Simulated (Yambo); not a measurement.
KPSO3H2 (space group Cm, No. 8); a = b = 4.5821 Å, c = 6.0170 Å, α = β = 103.05°, γ = 88.15°. With the G0W0 scissor the direct gap on the mesh is 7.17 eV. Axes are Cartesian, with cell vectors (Å) (3.29, -3.19, 0.00), (3.29, 3.19, 0.00), (-1.89, 0.00, 5.71).

Problem. Can the lowest exciton of this BSE run be trusted, and with what binding energy? (Yambo, PBEsol bands; 4×4×4 mesh, 10 valence and 14 conduction bands, static screening with 64 bands and a 3 Ry block, scissor 2.71 eV, Tamm-Dancoff.)

Solution. The mesh holds a bound state, but the numbers are provisional. These are vertical excitations (zero momentum). The lowest state lies at 5.95 eV (strong for light along x), the direct quasiparticle gap on this mesh at 7.17 eV. Its binding energy, counted from that gap, is 1.22 eV; it spreads over about 27 k points of the mesh. Convergence with the mesh was not shown. The scissor comes from a G0W0 run whose convergence isn't established. 

Geometry of the Materials Project entry, not relaxed at this level.
